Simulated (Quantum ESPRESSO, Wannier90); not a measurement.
# SiO2 (P6₄22), plane waves to Wannier functions

```
begin unit_cell_cart
ang
    5.0605200535    0.0000000000    0.0000000000
   -2.5302600268    4.3825389227    0.0000000000
    0.0000000000    0.0000000000    5.5413500000
end unit_cell_cart
begin atoms_frac
Si   0.0000000000  0.5000000000  0.3333333333
Si   0.5000000000  0.0000000000  0.0000000000
Si   0.5000000000  0.5000000000 -0.3333333333
O   -0.4172100000 -0.2086050000 -0.1666666667
O   -0.2086050000 -0.4172100000  0.5000000000
O    0.2086050000 -0.2086050000  0.1666666667
O    0.4172100000  0.2086050000 -0.1666666667
O    0.2086050000  0.4172100000  0.5000000000
O   -0.2086050000  0.2086050000  0.1666666667
end atoms_frac
```

Materials Project entry mp-10851; symmetrised, unrelaxed at this level. Not found in the COD (Crystallography Open Database) copy used, which has the formula in other groups; not checked further. Level: PBEsol, no spin polarisation, no spin-orbit coupling; pw.x of Quantum ESPRESSO at 68 Ry with PseudoDojo potentials, 6×6×4 k-points, Wannier90. Density: 12×12×6 mesh, cold smearing 0.01 Ry.

Bands 13-24 form an isolated set from -3.30 to 0.00 eV relative to the valence-band maximum (on the path) and are turned into 12 Wannier functions by minimising the spread from the start: SCDM (isolated).

Centres (Cartesian, Å; one of the equivalent choices) and spreads:

```
n        x       y       z  spread (Å²)  nearest atom
--  ------  ------  ------  -----------  ------------
1   -1.605   0.919   0.921        1.196            O9
2    1.598   0.930  -0.926        1.196            O7
3    0.006  -1.849  -2.773        1.196            O5
4    1.605  -0.919   0.921        1.196            O6
5   -1.598  -0.930  -0.926        1.196            O4
6   -0.006   1.849  -2.773        1.196            O8
7   -0.006  -1.886  -2.768        1.184            O5
8    1.637   0.938  -0.921        1.184            O7
9   -1.631   0.949   0.926        1.184            O9
10   1.631  -0.949   0.926        1.184            O6
11  -1.637  -0.938  -0.921        1.184            O4
12   0.006   1.886  -2.768        1.184            O8
```

Ω_I = 14.10 Å², Ω_total = 14.28 Å²; the interpolated bands follow pw.x to 0.1 meV rms on the path. Only this start was tried; a symmetric start can stop on a saddle, and mixtures of these functions could lower the total by at most Ω_total − Ω_I.
